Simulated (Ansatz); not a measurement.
InAg₃:
```yaml
crystal:
  lattice:
    - [4.13809, 0.00000, 0.00000]
    - [0.00000, 4.13809, 0.00000]
    - [0.00000, 0.00000, 4.13809]
  atoms:
    - { symbol: In, position: [0.00000, 0.00000, 0.00000] }
    - { symbol: Ag, position: [0.00000, 0.50000, 0.50000] }
    - { symbol: Ag, position: [0.50000, 0.00000, 0.50000] }
    - { symbol: Ag, position: [0.50000, 0.50000, 0.00000] }
```

Relaxed with PBEsol. Special points in fractions of this cell's reciprocal vectors: Γ (0.000, 0.000, 0.000); X (0.000, 0.500, 0.000); M (0.500, 0.500, 0.000); R (0.500, 0.500, 0.500).

List the band energies nearest the Fermi level at these points for PBEsol with spin–orbit coupling in the plane-wave PAW code Ansatz.

In eV from the Fermi level; about four levels below and three above (degenerate sets whole), none deeper than 8.9 eV; points with the same levels are listed once.

| k | below | above |
|---|---|---|
| Γ | -0.25 -0.25 -0.25 -0.25 | 3.10 3.10 4.80 4.80 4.80 4.80 |
| X | -3.79 -3.79 -3.23 -3.23 | 3.09 3.09 3.42 3.42 |
| M | -1.68 -1.68 -1.67 -1.67 | 5.60 5.60 5.60 5.60 |
| R | -0.90 -0.90 -0.33 -0.33 | 1.92 1.92 2.01 2.01 2.01 2.01 |

Space group Pm-3m (Cu3Au type). The workflow started from an entry of the Crystallography Open Database (COD). Whether it is the stable phase at ambient conditions was not checked. Symmetry was held in the PBEsol relaxation; of distortions, only those at the zone centre were tested. The run is not spin-polarised.

Potentials: the later of the program's two PAW sets.
